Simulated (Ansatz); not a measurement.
Crystal: HfC, rock salt type, 2 atoms in the cell.

Computed with HSE06, plane waves, all-electron PAW datasets generated for the crystal, Dirac's equation for the inner shells Hf 4p, Hf 4d and those below them, point nucleus (Ansatz 0.2.0 development build).

Cutoff 490 eV; exchange singularity: regularized; k-mesh 4×4×4 Γ-centred; Fermi–Dirac smearing of 0.1 eV; no spin polarisation; no spin–orbit coupling.

The fit to the energies gives V₀ = 12.510 Å³/atom (a₀ = 4.643 Å), B₀ = 225 GPa, B₀′ = 3.73.

(1) What pressure does the program print at V = 12.317 Å³/atom, and how far above the lowest computed point (V = 12.694 Å³/atom) does the energy lie?

Answers

(1) 3.62 GPa and 0.35 meV/atom. All points:

| V (Å³/atom) | a (Å) | E − E(min) (meV/atom) | P (GPa) |
| --- | --- | --- | --- |
| 11.563 | 4.5225 | 55.19 | 20.65 |
| 11.940 | 4.5712 | 17.78 | 11.42 |
| 12.317 | 4.6188 | 0.35 | 3.62 |
| 12.694 | 4.6654 | 0.00 | -3.18 |
| 13.071 | 4.7112 | 14.69 | -9.23 |

The stress includes the program's correction for the finite plane-wave basis.

The k-mesh is coarse, so these values belong to this mesh and can lie far from the converged ones.
